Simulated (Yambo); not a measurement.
G0W0@LDA for SrCuSeF (space group P4/nmm, No. 129) in Yambo. Reference settings: 4×4×1 Γ-centred k mesh, bands 19 to 187 and a 6 Ry block in the screening, 187 bands in G with the Bruneval-Gonze terminator, plasmon pole fitted at 27.2 eV. The LDA gap Γ → Γ on this mesh is 0.97 eV; G0W0 gaps are taken between the same points.

With and without the terminator, as bands are cut:

| bands in G (in W) | gap, terminator (eV) | gap, none (eV) | valence shift, terminator (eV) | valence shift, none (eV) |
|---|---|---|---|---|
| 71 (71) | 2.853 | 2.862 | -0.539 | -0.213 |
| 92 (92) | 2.480 | 2.456 | -0.569 | -0.268 |
| 119 (119) | 2.329 | 2.290 | -0.619 | -0.365 |
| 153 (153) | 2.254 | 2.207 | -0.666 | -0.452 |
| 187 (187) | 2.219 | 2.164 | -0.700 | -0.513 |

Over this range the gap spans 0.634 eV with the terminator and 0.698 eV without, the valence shift 0.161 eV and 0.300 eV. Neither column has reached its limit for certain.

The standard potential for Se keeps a d shell in the valence without the s and p states of that shell. In tests on such compounds this moved G0W0 gaps by up to about 0.9 eV, so absolute quasiparticle energies here are unreliable; differences between settings are what counts.

Spin-orbit coupling is not included.

Geometry of the Materials Project entry, not relaxed at this level; primitive cell a = 4.0938 Å, b = 4.0938 Å, c = 8.9012 Å, α = 90.00°, β = 90.00°, γ = 90.00°.

A shift is the quasiparticle energy of the state minus its LDA energy.
